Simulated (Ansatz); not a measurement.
What moves the field gradients of Si3N4?

Cell of run 1: an entry of the Crystallography Open Database (COD; perhaps a calculated or model structure).

Space group P6_3/m (No. 176); a = 7.6020, c = 2.9060 Å, γ = 120.00°.

```csv
site,Wyckoff,site symmetry,x,y,z
Si,6h,m..,0.7685,0.1746,0.2500
N7,6h,m..,0.0305,0.3302,0.2500
N13,2d,-6..,0.6667,0.3333,0.2500
```

One atom of each set is listed.

Relaxed positions (PBE, cell held):

Si (0.7680, 0.1741, 0.2500)
N7 (0.0300, 0.3299, 0.2500)
N13 (0.6667, 0.3333, 0.2500)

All runs are DFT with Ansatz 0.2.0 (plane waves and PAW, scalar-relativistic unless spin–orbit coupling is named, Γ-centred meshes, Fermi–Dirac smearing where given) in this cell.

Run 1: PBE, gradients read without the response of the cores, atoms as given; 420 eV, 4×4×10 k-points, smearing 0.02 eV.
Run 2: PBE, gradients read without the response of the cores, atoms relaxed; 420 eV, 4×4×10 k-points, smearing 0.02 eV.
Run 3: r2SCAN, gradients read without the response of the cores, at the relaxed atoms; 500 eV, 4×4×10 k-points, smearing 0.02 eV.
Run 4: LDA, gradients read without the response of the cores, at the relaxed atoms; 420 eV, 4×4×10 k-points, smearing 0.02 eV; the PAW files are those made for PBE.

```tsv
run	Si V_zz (η)	N7 V_zz (η)	N13 V_zz (η)
1	0.90 (0.27)	-5.13 (0.07)	-5.10 (0.00)
2	0.90 (0.27)	-5.13 (0.07)	-5.08 (0.00)
3	0.89 (0.24)	-5.15 (0.08)	-5.19 (0.00)
4	?	?	?
```

V_zz in 10²¹ V/m².

Question: Estimate the row of run 4.

Answer: Si: 0.89 (0.28); N7: -4.91 (0.08); N13: -4.86 (0.00). It lies nearest to run 2, from whose tensors on these sites it differs by 0.23 at most (largest principal value of the difference, on N13). Taken one at a time, the functional (between the two that differ most) moves the tensors on these sites by up to 0.33 (largest principal value of the change, on N13), the positions of the atoms (as given or relaxed) by 0.03 (N7).

The cell isn't the equilibrium one in runs 1, 2 (calculated pressure 6, 6 GPa), and the entry's cell may itself be off.
